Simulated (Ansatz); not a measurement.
input.yaml (Ansatz)

```yaml
crystal:
  lattice:
    - [2.4693160359, 0.0, 0.0]
    - [-1.234658018, 2.1384904171, 0.0]
    - [0.0, 0.0, 8.8333159056]
  atoms:
    - { symbol: Cr, position: [0.0, 0.0, 1.0], spin: 1.5 }
    - { symbol: Cr, position: [0.0, 1.0, 0.5], spin: 1.5 }
    - { symbol: Cr, position: [0.3333333333, 0.6666666667, 0.25], spin: 1.5 }
    - { symbol: Cr, position: [0.6666666667, 0.3333333333, 0.75], spin: 1.5 }
hamiltonian:
  xc: mr2scan
  pseudopotentials:
    kind: paw
    azcp:
      Cr: "pseudopotentials/Cr.paw.azcp"
basis:
  ecutwfc: 500
  fft_grid_basis: typed
kpoints:
  mp_grid: { grid: [19, 19, 5], shift: [0, 0, 0] }
magnetization:
  spin_polarized: true
scf:
  occupations: { method: fermi_dirac, width: 0.05 }
```

Output

```
Engine: ansatz 0.2.0, x86_64-unknown-linux-gnu
Pseudopotentials: kind: paw
Pseudopotential: Cr, paw, valence charge 14, recommended cutoff 500 eV (meta_gga) 
Functional definition: m-r2SCAN
  exchange = m_r2scan_x
  correlation = m_r2scan_c
Crystal: 4 atoms, lattice volume = 46.645 Å³
Basis set: ecut = 500 eV, 1203 PW (Γ), exchange–correlation on 80×80×288 points (64 copies of the dense FFT grid, shifted against one another)
Bands: 38, of which v1, the nominal top of the filled ones, is band 28 counted from 1 (27 counted from 0)
Symmetry: 24 space group operations
Space group: P63/mmc (ITA 194), of the structure as read, at distance tolerance 3.6e-5 Å
Magnetic group: BNS 194.263 (UNI 1493), of the structure as read, at distance tolerance 3.6e-5 Å
k-points: 120 of 1805
Non-local potential: Cr, projectors of the file, l = 0: 3, l = 1: 2, l = 2: 3, l = 3: 1
PAW form: soft (Blöchl's): semilocal exchange-correlation on the pseudo side does not see the compensation charge
PAW frozen core: Cr, regenerated for the run's functional (the file was generated under x = pbe(κ = 0.804, μ = 0.2195149727645171), c = pbe(β = 0.06672455060314922))
PAW one-centre angular grid: Cr, 590 points (default); XC on 160 Gauss nodes
Initial density: superposition of atomic densities (chi_scale 0.1, normalization cell)
Starting moments: Σ|m| = 6 μB on 4 of 4 sites
Initial wavefunctions: pseudopotential atomic-orbital guess
Functional: x = mr2scan, c = mr2scan; τ floored in thin density (d = 2e-4 eV/Å³)
SCF iter   1: F=—  HF=-13534.730318 eV  |F-HF|=—  |Δ(HF+E_count)|=         —  Δρ=1.56e-1 (↑1.56e-1 ↓7.29e-2)  dr2=1.90e1  dr2_τ=9.41e-2  dr2_m=1.05e0  M=3.880 μB ∫|m|=3.880 μB  β_m=0.85  ethr=3.10e-3  ⟨swp⟩=3.5  Hψ=27676  notcnv=0  defer=2
Mixer restart at iter 1: flushing history
SCF iter   2: F=—  HF=-13528.340829 eV  |F-HF|=—  |Δ(HF+E_count)|=    6.39e0  Δρ=6.62e-2 (↑6.62e-2 ↓5.40e-2)  dr2=5.75e0  dr2_τ=6.26e-2  dr2_m=4.16e-2  M=3.549 μB ∫|m|=3.549 μB  β_m=0.91  ethr=3.10e-3  ⟨swp⟩=2.2  Hψ=18851  notcnv=0  defer=468  κ⁻¹=1.0e0(r=1)
SCF iter   3: F=—  HF=-13527.267886 eV  |F-HF|=—  |Δ(HF+E_count)|=    1.07e0  Δρ=1.94e-2 (↑1.94e-2 ↓1.74e-2)  dr2=3.24e-1  dr2_τ=8.80e-3  dr2_m=8.36e-3  M=2.886 μB ∫|m|=2.886 μB  β_m=1.00  ethr=3.10e-3  ⟨swp⟩=2.3  Hψ=17613  notcnv=0  defer=458  κ⁻¹=4.5e-2(r=2)
SCF iter   4: F=—  HF=-13527.438161 eV  |F-HF|=—  |Δ(HF+E_count)|=   1.70e-1  Δρ=1.36e-2 (↑1.19e-2 ↓1.36e-2)  dr2=7.84e-2  dr2_τ=5.13e-3  dr2_m=1.51e-2  M=2.481 μB ∫|m|=2.482 μB  β_m=1.00  ethr=5.79e-4  ⟨swp⟩=2.5  Hψ=14190  notcnv=0  defer=388  κ⁻¹=2.5e-3(r=3)
SCF iter   5: F=—  HF=-13528.346373 eV  |F-HF|=—  |Δ(HF+E_count)|=         —  Δρ=4.64e-2 (↑4.64e-2 ↓4.36e-2)  dr2=1.77e-2  dr2_τ=2.86e-2  dr2_m=8.54e-1  M=-0.013 μB ∫|m|=0.038 μB  β_m=1.00  ethr=1.40e-4  ⟨swp⟩=2.3  Hψ=17983  notcnv=0  defer=380
Mixer restart at iter 5: flushing history
SCF iter   6: F=—  HF=-13528.017625 eV  |F-HF|=—  |Δ(HF+E_count)|=   3.29e-1  Δρ=5.72e-3 (↑5.72e-3 ↓5.17e-3)  dr2=4.20e-2  dr2_τ=3.33e-4  dr2_m=1.10e-4  M=0.011 μB ∫|m|=0.018 μB  β_m=0.30  ethr=8.93e-5  ⟨swp⟩=2.4  Hψ=18217  notcnv=0  defer=372
...
SCF iter  15: F=—  HF=-13528.006024 eV  |F-HF|=—  |Δ(HF+E_count)|=   4.01e-9  Δρ=2.29e-6 (↑1.96e-6 ↓2.29e-6)  dr2=1.61e-9  dr2_τ=5.35e-11  dr2_m=1.40e-9  M=-0.000 μB ∫|m|=0.000 μB  β_m=0.30  ethr=8.41e-11  ⟨swp⟩=1.9  Hψ=10539  notcnv=0  defer=323  κ⁻¹=2.8e-8(r=8)
SCF iter  16: F=—  HF=-13528.006024 eV  |F-HF|=—  |Δ(HF+E_count)|=  2.18e-11  Δρ=5.89e-7 (↑5.89e-7 ↓5.52e-7)  dr2=4.57e-10  dr2_τ=4.14e-12  dr2_m=5.95e-11  M=0.000 μB ∫|m|=0.000 μB  β_m=0.30  ethr=2.87e-12  ⟨swp⟩=2.6  Hψ=15796  notcnv=0  defer=323  κ⁻¹=2.9e-8(r=8)
SCF iter  17: F=—  HF=-13528.006024 eV  |F-HF|=—  |Δ(HF+E_count)|=  5.09e-10  Δρ=1.28e-6 (↑6.88e-7 ↓1.28e-6)  dr2=3.09e-9  dr2_τ=1.44e-11  dr2_m=8.85e-11  M=-0.000 μB ∫|m|=0.000 μB  β_m=0.30  ethr=1.00e-12  ⟨swp⟩=4.6  Hψ=26888  notcnv=0  κ⁻¹=5.6e-7(r=8)
SCF iter  18: F=-13528.006024 eV  HF=-13528.006024 eV  |F-HF|=7.06e-10  |Δ(HF+E_count)|=  1.42e-10  Δρ=6.59e-7 (↑3.62e-7 ↓6.59e-7)  dr2=8.05e-10  dr2_τ=3.76e-12  dr2_m=1.88e-11  M=-0.000 μB ∫|m|=0.000 μB  ethr=1.00e-12  ⟨swp⟩=2.0  Hψ=16191  notcnv=0
SCF 1 converged in 18 iterations: F = -13528.006024 eV  dr2 = 8.05e-10
WARN: the starting moments were not kept: the SCF closed with an absolute magnetisation of 4.3e-6 μB, where they sum to 6 μB in size (4 sites). That is at most 0.1 of that sum. Measured as dr2_m measures the in/out step, that magnetisation stands 4.2e-12 eV from none, at or under the dr2_threshold of 1.0e-7 eV: it is no larger than a step whose dr2_m would equal this threshold. The system may hold no moment; this SCF shows only that its start led to no more than that. To try another start: raise the starting moments (crystal.atoms[].spin, magnetization.per_species, magnetization.initial_magnetization, or on a non-collinear deck that types none of these the spinor_matrix: blocks that start its atoms; where the total moment is fixed, keep their sum and leave initial_magnetization as it is; typed ones take the place of any that the run laid by itself, positive ones on a crystal's lanthanoids without a Hubbard term where scf.initial_density.shell_occupations: [] is typed) or, if the notice of its spin-set hold's release reads "site moments contracting" or "site moments show no strong build", lengthen the hold (scf.mixing.spin_hold: { on: { confirm: 4 } }; for m-r²SCAN on two components see the key's manual first). Each may lead to a state that holds a moment. A second SCF, from the converged charge density, with the starting moments and any scf.initial_density.shell_occupations laid on it anew, would have followed, and was not run: the deck does not ask for one (magnetization.retry_lost_moments is false, the default). To let it run, set magnetization.retry_lost_moments: true and run the deck again, where that key's refused combinations let it; where memory then withholds it, that run's warning says so.
this state was not tested for a lower state beside it, because the mixer in use, unlike msr1, does not test its closes by its own steps (another_mixer; see scf.mixing.algorithm and scf.lower_state_search)
SCF converged after 18 iterations
Magnetization: -0.0000 μB (28.0000 up, 28.0000 down)
Absolute magnetization: 0.0000 μB (∫|ρ↑−ρ↓|, with the PAW one-centre terms)
Spin contamination: 0.0000 ħ² per cell (⟨S²⟩ above its minimum at these occupations)
Per-site moments (μB) at R_I (Å): [(2.997627069010471e-7, 1.0185928648178746), (2.9976270688062723e-7, 1.0185928648178746), (-1.4382589633546222e-6, 1.0185928648178746), (-1.4382589633558618e-6, 1.0185928648178746)]
Free energy (F): -13528.006024 eV
Harris-Foulkes:  -13528.006024 eV  (|F-HF|=7.06e-10)
Internal energy: -13527.964134 eV  (E = F + TS)
E sigma→0 (E₀):  -13527.985079 eV
Entropy (-TS):   -0.041890 eV (-10.472 meV/atom)
Fermi energy:    19.019706 eV
--- Per-component energies (eV) ---
  E_band       = -652.462101
  E_kinetic    = 1376.034145
  E_local      = -4751.682853  (includes V_loc(G=0)·N_el)
  E_nonlocal   = 316.819675
  E_hartree    = 2073.662817
  E_xc         = -551.606431
  E_vxc        = -802.900447  (∫ρ·V_xc dr)
  E_paw        = -4809.886539  (= ΣΔE_a)
  E_vpaw       = -988.832130  (= ΣTr[D̂ρ^β])
  E_aug_tail   = 0.000920  (compensation charges beyond the density's cutoff)
  E_vtau       = 50.772865  (kinetic-family band-sum trace: ∫τ·v_τ [+ j·A + Jᵃ·Aᵃ] dr)
  E_ewald      = -7180.216558
  E_core_change = -1.089309  (= ΣΔE_core)
  E_smearing   = -0.041890  (= −TS)
  E_closure    = 0.000000  (closes the sum)
  Σ components = -13528.006024   (vs F -13528.006024, Δ=0.00e0)
```
